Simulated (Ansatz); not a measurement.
NaCl (CsCl type, Pm-3m), DFT-PBEsol in the program Ansatz with PAW potentials: ε∞ = 2.79, cell volume 40.95 Å³. Infrared-active transverse modes:

```json
[
 {"ω_TO (cm⁻¹)": "98.0", "oscillator strength S_xx (e²/amu)": "0.09957"}
]
```

Q: Compute the static dielectric constant.

A: Each mode adds (4.921e7/V) S/ω²: 12.45. So ε0 = 15.2.

Q: What LO frequency does the Lyddane–Sachs–Teller relation give?

A: ω_LO = ω_TO √(ε0/ε∞) = 229 cm⁻¹.

This is a known high-pressure phase of the composition, computed here at zero pressure and temperature. The cell was relaxed with PBEsol under the symmetry of its start. At this level the phase is dynamically unstable (imaginary phonons).

Potentials: the later of the program's two PAW sets.
